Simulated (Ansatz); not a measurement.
TlPd₃, DFT, PBEsol, all-electron LAPW, scalar-relativistic (Ansatz 0.2.0), run on 1 thread of AMD EPYC 7R43 64-Core Processor (Zen 3) on a shared host.

The cell is COD entry 1522856, as deposited and not checked against the literature; nothing was relaxed.

Command: `ansatz run input.yaml --threads 1 --pin off --max-ram 4096MiB --backend cpu --events-out ev --progress --plain --runs-dir out`

```yaml
crystal:
  lattice:
    - [-2.073, 2.073, 3.7485]
    - [2.073, -2.073, 3.7485]
    - [2.073, 2.073, -3.7485]
  atoms:
    - { symbol: Tl, position: [0.0, 0.0, 0.0] }
    - { symbol: Pd, position: [0.75, 0.25, 0.5] }
    - { symbol: Pd, position: [0.25, 0.75, 0.5] }
    - { symbol: Pd, position: [0.5, 0.5, 0.0] }
kpoints:
  mp_grid: { grid: [12, 12, 12] }
  band_path:
    path:
      - [0.0, 0.0, 0.0]
      - [0.0, 0.0, 0.5]
      - [0.25, 0.25, 0.25]
      - [0.0, 0.5, 0.0]
      - [0.0, 0.0, 0.0]
      - [0.5, 0.5, -0.5]
      - [0.3264581143, 0.6735418857, -0.3264581143]
      - [-0.3264581143, 0.3264581143, 0.3264581143]
      - [0.0, 0.0, 0.0]
    npoints: 14
scf:
  occupations: { method: fermi_dirac, width: 0.08 }
hamiltonian:
  xc: pbesol
  pseudopotentials: { kind: all_electron, lapw: { basis_error: 0.001 } }
output:
  forces: true
  stress: true
  eigenvalues: true
  populations: true
  dos: { projected: true, de: 0.2, e_range: [-14, 8] }
```

(1) How large is the problem that the program sets up?

(2) About how long does it take, and how much memory does it use?

(3) And the same cell and mesh by PAW (frozen-core files), asked for forces, stress, eigenvalues, efg, populations, bader, dos, write_density, write_potential, elf and the same band path, on the same hardware?

(4) And the same cell and mesh by crystal-made all-electron datasets, asked for forces, stress, eigenvalues, efg and the same band path, on the same hardware?

Results:

(1) 163 irreducible k-points, 637 plane waves at Γ, 78 bands.

(2) 8.6 min of wall time for 14 SCF iterations, with a peak of 1.9 GiB. Times on shared machines scatter by tens of per cent.

(3) 74 s, peak memory 0.63 GiB.

(4) 110 s, peak memory 1.2 GiB.
